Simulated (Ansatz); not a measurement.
ZnO:
```
CELL_PARAMETERS angstrom
      3.18030     0.00000     0.00000
     -1.59015     2.75422     0.00000
      0.00000     0.00000    10.34035
ATOMIC_POSITIONS crystal
  Zn 0.00000 0.00000 0.00058
  Zn 0.00000 0.00000 0.50058
  Zn 0.66667 0.33333 0.75050
  Zn 0.33333 0.66667 0.25050
  O  0.00000 0.00000 0.81216
  O  0.00000 0.00000 0.31216
  O  0.66667 0.33333 0.56239
  O  0.33333 0.66667 0.06239
```

Relaxed with LDA. Special points in fractions of this cell's reciprocal vectors: Γ (0.000, 0.000, 0.000); M (0.500, 0.000, 0.000); K (0.333, 0.333, 0.000); A (0.000, 0.000, 0.500); L (0.500, 0.000, 0.500); H (0.333, 0.333, 0.500).

Problem. List the band energies nearest the valence-band maximum at these points for LDA (plane waves, PAW; program Ansatz).

Solution. In eV from the valence-band maximum; about four levels below and three above (degenerate sets whole), none deeper than 8.9 eV; points with the same levels are listed once.

```json
[
 {"k": "Γ", "below": "-0.41 -0.41 -0.05 0.00 0.00", "above": "0.75 3.33 3.50"},
 {"k": "M", "below": "-1.60 -1.52 -1.05 -0.89", "above": "5.29 5.45 6.21"},
 {"k": "K", "below": "-2.09 -1.64 -1.64 -1.40", "above": "7.30 7.30 7.89 7.89"},
 {"k": "A", "below": "-0.12 -0.12 -0.12 -0.12", "above": "1.87 1.87 4.78 4.78"},
 {"k": "L", "below": "-1.32 -1.32 -1.10 -1.10", "above": "5.70 5.70 6.00 6.00"},
 {"k": "H", "below": "-1.74 -1.74 -1.54 -1.54", "above": "7.28 7.28 7.85 7.85"}
]
```

Space group P6_3mc. A made-up cell: these elements were put on the sites of a structure type. Its sites differ from those of the usual phase in this space group: another stacking or structure type. Symmetry was held in the LDA relaxation; its stability against distortions is not shown here.

Potentials: the later of the program's two PAW sets.
